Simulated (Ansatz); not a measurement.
ZnCu$_{2}$SnSe$_{4}$:
```xyz
8
Lattice="-2.8290 2.8290 5.6587 2.8290 -2.8290 5.6587 2.8290 2.8290 -5.6587" Properties=species:S:1:pos:R:3 pbc="T T T"
Zn     0.0000     2.8290     2.8294
Cu     2.8290     0.0000     2.8294
Cu     0.0000     0.0000     0.0000
Sn     0.0000     0.0000     5.6587
Se     1.5322     1.4754     4.1795
Se     4.3044     1.2968     1.4792
Se     1.2968     1.3537    -1.4792
Se    -1.4754     1.5322     7.1379
```

Relaxed with PBEsol (plane waves, PAW; program Ansatz). Indices refer to the conventional cell of I-4, a = b = 5.6581 Å, c = 11.3175 Å, α = β = γ = 90.00°.

Question: Simulate the powder diffraction pattern (Cu Kα, λ = 1.54184 Å; lines above 1 %) up to 2θ = 90°.

Answer: Simulated powder pattern, Cu Kα, λ = 1.54184 Å (kinematic, ideal powder, no thermal factors, no anomalous dispersion; the 30 strongest lines at most, above 1 %, up to 2θ = 90°):

```csv
2θ (°),d (Å),I/Imax (%),hkl
17.52,5.061,1.1,(101)
22.22,4.001,1.0,(110)
27.30,3.267,100,(112)
28.44,3.139,2.4,(103)
35.48,2.530,1.2,(202)
36.38,2.469,3.3,(211)+(121)
43.04,2.101,1.3,(105)+(123)
45.33,2.001,72,(204)+(220)
48.96,1.860,1.3,(301)
53.73,1.706,43,(116)+(312)
64.29,1.449,1.4,(233)+(323)
66.04,1.415,3.7,(008)
66.05,1.415,7.1,(400)
72.87,1.298,16,(136)+(316)
73.42,1.290,1.5,(413)+(325)
83.74,1.155,21,(228)+(424)
86.41,1.126,1.2,(431)+(341)
```

Symmetry was held in the PBEsol relaxation. No spin polarisation was allowed. Scalar-relativistic: spin–orbit coupling is off unless named, which matters more the heavier the elements.

Potentials: the later of the program's two PAW sets.
